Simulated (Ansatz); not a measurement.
A 5-atom cell of LiMgBN2 (I-4m2) from a materials database, relaxed with r2SCAN, was run in the plane-wave code Ansatz under altered settings. All numbers are computed, without spin polarisation but where a row says otherwise.

```xyz
5
Lattice="-1.8851 1.8851 4.4285 1.8851 -1.8851 4.4285 1.8851 1.8851 -4.4285" Properties=species:S:1:pos:R:3 pbc="T T T"
Li    1.8851    0.0000    2.2143
Mg    0.0000    1.8851    2.2143
B     0.0000    0.0000    4.4285
N     0.0000    0.0000    5.7650
N     0.0000    0.0000    3.0920
```

The base run's other keys:
```yaml
kpoints:
  mp_grid: { grid: [4, 4, 4] }
hamiltonian:
  xc: hse06
scf:
  occupations: { method: fixed }
  n_extra_bands: 5
```

It takes 13 iterations with 1259 plane waves at 420 eV and 13 k points, and leaves a mean stress of -0.20 GPa. The gap over this mesh is 3.824 eV. It ran on 4 threads of Intel(R) Xeon(R) Platinum 8488C (Sapphire Rapids), with other jobs on the host.

Outcomes, with energy and stress as changes against the base:
```csv
setting,outcome,ΔF (meV/atom),Δ mean stress (GPa),gap on the mesh (eV),iterations,wall time
"PBE hybrid, exx coeff 0.1, omega 0.3 1/Å",converged,–,+1.6,3.053,11,14 s
"PBE hybrid, exx coeff 1.5, unscreened",refused,–,–,–,–,0.04 s
scf.occupations: methfessel_paxton 0.001,converged,0.0,0.0,3.824,13,16 s
```
A dash marks a value that wasn't obtained or can't be compared. Stress is positive in compression. The base took 15 s.

- PBE hybrid, exx coeff 0.1, omega 0.3 1/Å. That is 10 % exact exchange, screened with ω = 0.3 1/Å, against HSE06's 25 % screened at 0.208 1/Å. The mean stress moves by +1.6 GPa and the gap on the mesh by -0.772 eV (to 3.053). Totals of different functionals aren't comparable.
- PBE hybrid, exx coeff 1.5, unscreened. It is rejected at once. Error: invalid value for `hamiltonian.xc.exx.coeff`: must be finite and in (0, 1]; got 1.5

Within 1 meV an atom, 0.1 GPa and 0.005 eV of the base stay: scf.occupations: methfessel_paxton 0.001.

The stress of a hybrid is loosely converged in these runs.

The meshes of the hybrids are coarse, so their gaps aren't converged to the digits shown.
